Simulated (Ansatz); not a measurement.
The start is a generated cell, HfO2 built in the AFLOW prototype A2B_cP6_224_b_a (C3, as in Cu2O). Cell shape, volume and atoms are optimised at zero target pressure with PBE (plane waves to 420 eV, PAW, scalar-relativistic; Ansatz, a first-principles code). First-step values are on the input's coarse k-mesh.

Ansatz input (later rounds restart from its end on a renewed k-mesh):
Ansatz 0.2 input:
```yaml
crystal:
  lattice:
    - [4.0882014, 0, 0]
    - [0, 4.0882014, 0]
    - [0, 0, 4.0882014]
  atoms:
    - { symbol: O, position: [0.75, 0.75, 0.75] }
    - { symbol: O, position: [0.75, 0.25, 0.25] }
    - { symbol: O, position: [0.25, 0.75, 0.25] }
    - { symbol: O, position: [0.25, 0.25, 0.75] }
    - { symbol: Hf, position: [0, 0, 0] }
    - { symbol: Hf, position: [0.5, 0.5, 0.5] }
basis: { ecutwfc: 420, ecutrho_ratio: 4, xc_grid: 2, fft_grid_basis: typed }
kpoints: { mp_grid: { grid: [6, 6, 6] } }
hamiltonian:
  xc: pbe
  dispersion: none
  pseudopotentials: { azcp: { folder: ./paw }, kind: paw }
scf: { occupations: { method: fermi_dirac, width: 0.05 } }
relax: { f_tol: 0.01, max_steps: 100, cell: { stress_tol: 0.02 } }
output: { forces: true, stress: true }
```

```json
{
  "outcome": "The space group stays Pn-3m (No. 224) (the run could not lower it); the end is AFLOW prototype A2B_cP6_224_b_a (C3, as in Cu2O), with 6 atoms in the primitive cell",
  "energy_released": "0.98 eV/atom",
  "volume_change": "+36.9 %, from 11.39 to 15.59 Å³/atom",
  "Shortest distances (start → end)": "The closest pairs of elements (up to four, under 3.6 Å), start → end: Hf–O 1.77 → 1.97 Å; O–O 2.89 → 3.21 Å; Hf–Hf 3.54 → 3.93 Å",
  "optimiser_moves": "8"
}
```

The end point of the relaxation:

Space group Pn-3m, origin choice 1 (No. 224); a = b = c = 4.5397 Å, α = β = γ = 90.00°

```
atom  site  symmetry       x       y       z
----  ----  --------  ------  ------  ------
O       4c      .-3m  0.7500  0.7500  0.7500
Hf      2a      -43m  0.0000  0.0000  0.0000
```

Final values are on a 7×7×7 k-mesh of the relaxed cell. The start holds a very short contact (Hf–O 1.77 Å). No spin polarisation in the result.

The run could not lose the symmetry of its start; a randomly shaken copy of 12 atoms returns to this structure.

All atoms sit on sites fixed by symmetry, so only the cell could relax.

The relaxed structure here is a generated cell of HfO2: the first start was made by placing the elements on the sites of a structure type, and the end was not matched to a known phase here, so it may be hypothetical. Known forms of HfO2 include space group No. 14, 29, 137, 225.
